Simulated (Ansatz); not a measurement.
Relaxed BaLiF3 (cubic perovskite):

```
CELL_PARAMETERS angstrom
      7.77536     0.00000     0.00000
      0.00000     3.88768     0.00000
      0.00000     0.00000     3.88768
ATOMIC_POSITIONS crystal
  Ba 0.00000 0.00000 0.00000
  Ba 0.50000 0.00000 0.00000
  Li 0.25000 0.50000 0.50000
  Li 0.75000 0.50000 0.50000
  F  0.00000 0.50000 0.50000
  F  0.50000 0.50000 0.50000
  F  0.25000 0.00000 0.50000
  F  0.75000 0.00000 0.50000
  F  0.25000 0.50000 0.00000
  F  0.75000 0.50000 0.00000
```

A phonon eigenvector at X = (0.5, 0.0, 0.0) is frozen into this cell: atom i moves by Q times the vector below, so Q is the largest atomic displacement, in Å. The cell is held. It is one choice among 2 degenerate patterns. (q is in reciprocal vectors of the primitive cell; the cell shown is doubled to hold the pattern.)

```json
[
 {"atom": "Li3", "x": "0.000", "y": "0.000", "z": "-0.571"},
 {"atom": "Li4", "x": "0.000", "y": "0.000", "z": "0.571"},
 {"atom": "F7", "x": "0.000", "y": "0.000", "z": "0.773"},
 {"atom": "F8", "x": "0.000", "y": "0.000", "z": "-0.773"},
 {"atom": "F9", "x": "0.000", "y": "0.000", "z": "-1.000"},
 {"atom": "F10", "x": "0.000", "y": "0.000", "z": "1.000"}
]
```

Atoms not listed stay in place.

These are LDA (plane waves to 420 eV, PAW, scalar-relativistic; Ansatz, a quantum-chemistry and plane-wave program) values and carry that method's errors. k mesh 5×9×9 (Γ-centred), Fermi-Dirac smearing 0.05 eV. BaLiF3 was relaxed with its symmetry unable to fall. 

| Q (Å) | −dE/dQ from forces (eV/Å) |
|---|---|
| -0.280 | 6.976 |
| -0.233 | 5.748 |
| -0.187 | 4.554 |
| -0.140 | 3.389 |
| -0.093 | 2.246 |
| -0.047 | 1.119 |
| 0.000 | 0.000 |
| 0.047 | -1.119 |
| 0.093 | -2.246 |
| 0.140 | -3.389 |
| 0.187 | -4.554 |
| 0.233 | -5.748 |
| 0.280 | -6.976 |

Q: What harmonic wavenumber does the curvature at Q = 0 give?

A: 316 cm⁻¹. E″ = 23.95 eV/Å², M = Σ mᵢ|uᵢ|² = 65.3 u, ν̃ = 521.5·√(|E″|/M).

(For displaced atoms, the force is minus the slope of the energy, and its curvature is a force constant, which sets phonon frequencies.)
